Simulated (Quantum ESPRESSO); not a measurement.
```
CsPbBr3
1.0
    5.94863     0.00000     0.00000
    0.00000     5.94863     0.00000
    0.00000     0.00000     5.94863
Cs Pb Br
1 1 3
Cartesian
  0.00000   0.00000   0.00000
  2.97431   2.97431   2.97431
  2.97431   2.97431   0.00000
  0.00000   2.97431   2.97431
  2.97431   0.00000   2.97431
```
The geometry is a computed Materials Project entry, not a measured one. It is CsPbBr3 in Pm-3m. Stability against distortions was not tested.

With PBE (a modified build of Quantum ESPRESSO; gradients by PAW reconstruction on its ground state; JTH PAW datasets, 20 Ha):

```
quantity         PBE
-------------  -----
Vzz Br (a.u.)  2.001
```

Cores are frozen. Against all-electron runs on small test molecules, this scheme's |Vzz| missed by −5 % on Br. The structure is static (0 K, no zero-point motion).

What does the LDA, on its own JTH datasets and the same geometry, give?


```json
[
 {"quantity": "Vzz Br (a.u.)", "LDA": "2.064", "LDA − PBE": "+0.063"}
]
```
